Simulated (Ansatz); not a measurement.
TaTlP₂O₈:
```yaml
crystal:
  lattice:
    - [5.19889, 0.00000, 0.00000]
    - [-2.59944, 4.50237, 0.00000]
    - [0.00000, 0.00000, 8.04552]
  atoms:
    - { symbol: Ta, position: [0.00000, 0.00000, 0.00000] }
    - { symbol: Tl, position: [0.00000, 0.00000, 0.50000] }
    - { symbol: P, position: [0.33333, 0.66667, 0.21923] }
    - { symbol: P, position: [0.66667, 0.33333, 0.78077] }
    - { symbol: O, position: [0.82501, 0.65002, 0.85701] }
    - { symbol: O, position: [0.34998, 0.17499, 0.85701] }
    - { symbol: O, position: [0.82501, 0.17499, 0.85701] }
    - { symbol: O, position: [0.65002, 0.82501, 0.14299] }
    - { symbol: O, position: [0.17499, 0.34998, 0.14299] }
    - { symbol: O, position: [0.17499, 0.82501, 0.14299] }
    - { symbol: O, position: [0.33333, 0.66667, 0.40271] }
    - { symbol: O, position: [0.66667, 0.33333, 0.59729] }
```

Relaxed with r²SCAN+D4. Independent-particle spectrum: no excitons, no local fields, no scissors shift; 0.1 eV broadening; ε₁ of the summed bands alone.

Problem. Tabulate the dielectric function from the program Ansatz at the r²SCAN+D4 level (PAW).

Solution. 

```csv
E (eV),ε₁ xx,ε₂ xx,ε₁ zz,ε₂ zz
0.0,3.18,0.00,3.24,0.00
0.3,3.19,0.00,3.25,0.00
0.6,3.20,0.00,3.26,0.00
0.9,3.22,0.00,3.28,0.00
1.2,3.24,0.00,3.30,0.00
1.5,3.28,0.00,3.34,0.00
1.8,3.33,0.00,3.38,0.00
2.1,3.39,0.00,3.44,0.00
2.4,3.46,0.00,3.51,0.00
2.7,3.56,0.00,3.60,0.00
3.0,3.69,0.00,3.72,0.00
3.3,3.87,0.00,3.88,0.00
3.6,4.14,0.00,4.11,0.00
3.9,4.68,0.04,4.53,0.14
4.2,5.33,1.36,5.03,0.35
4.5,4.63,1.76,5.47,1.26
4.8,4.56,1.53,4.87,2.29
5.1,5.22,2.87,4.54,2.98
5.4,2.52,3.20,3.25,3.00
5.7,3.33,1.60,3.32,1.12
6.0,4.53,2.39,4.03,1.67
6.3,3.75,4.00,4.81,2.89
6.6,1.55,3.93,3.90,3.63
6.9,1.51,2.62,2.64,3.28
7.2,1.84,2.22,2.67,3.71
7.5,2.53,2.40,1.46,3.10
7.8,1.90,3.04,2.03,2.82
8.1,1.02,2.69,1.39,2.59
8.4,1.12,1.91,1.72,2.30
8.7,0.94,1.95,1.32,2.31
9.0,1.13,1.56,1.33,2.39
9.3,1.23,1.17,1.43,1.80
9.6,1.58,1.39,1.21,1.92
9.9,1.85,1.26,1.70,1.54
10.2,1.53,1.54,1.79,1.58
10.5,1.73,1.04,2.26,1.36
10.8,2.23,1.71,2.77,2.99
11.1,1.96,1.95,1.28,3.13
11.4,1.55,2.19,0.39,2.93
11.7,1.09,2.10,0.31,2.14
12.0,1.03,1.46,0.29,1.52
```

Problem. From ε at 4.4 eV (xx: 4.76 + 1.59i), find n, k, the normal reflectivity and the absorption coefficient.

Solution. n = 2.21, k = 0.360, R = 15 %, α = 2kE/ħc = 160000 cm⁻¹.

With all bands, ε∞ without local fields is 3.38 (xx = yy), 3.42 (zz).

Space group P-3m1. The workflow started from a Materials Project entry (that database holds measured and hypothetical structures alike); the Crystallography Open Database copy checked does not list it. Whether it is the stable phase at ambient conditions was not checked. The r²SCAN+D4 relaxation kept the symmetry of its start; its stability against distortions is not shown here. No spin polarisation was allowed. Spin–orbit coupling is left out wherever it is not named.

Potentials: the later of the program's two PAW sets.
